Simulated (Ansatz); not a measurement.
**Si₂Mo: pressure against volume, fitted**

```yaml
crystal:
  lattice:
    - [-1.60000, 1.60000, 3.93050]
    - [1.60000, -1.60000, 3.93050]
    - [1.60000, 1.60000, -3.93050]
  atoms:
    - { symbol: Si, position: [0.33300, 0.33300, 0.00000] }
    - { symbol: Si, position: [0.66700, 0.66700, 0.00000] }
    - { symbol: Mo, position: [0.00000, 0.00000, 0.00000] }
```

Atoms are numbered in the order listed.

The geometry is COD entry 1010282, unchecked; take it as a test cell. It is an old determination, and later ones may differ.

All numbers below come from Ansatz 0.2.0, DFT, PBEsol, all-electron LAPW, scalar-relativistic.

The runs use a Γ-centred 16×16×16 k mesh, Fermi–Dirac smearing of 0.08 eV, basis error target 1 meV/atom, no spin polarisation.

The cell is scaled evenly. Fractional coordinates are held (clamped ions).

```
V (Å³/atom)  P (GPa)
     12.611    12.25
     12.879     6.72
     13.148     1.76
     13.282    -0.52
     13.416    -2.68
     13.550    -4.73
     13.684    -6.67
     13.953   -10.24
```

Task: Fit a third-order Birch–Murnaghan curve to the pressures.

Result: P = (3B0/2)(y^(7/2) − y^(5/2))[1 + (3/4)(B0′ − 4)(y − 1)] with y = (V0/V)^(2/3) fits within 0.01 GPa for V0 = 13.251 Å³/atom, B0 = 222.1 GPa and B0′ = 4.39.

Task: Predict the pressure at the withheld volume, 14.221 Å³/atom.

Result: There y = 0.9540, so the fit gives -13.45 GPa; the run gave -13.43 GPa.
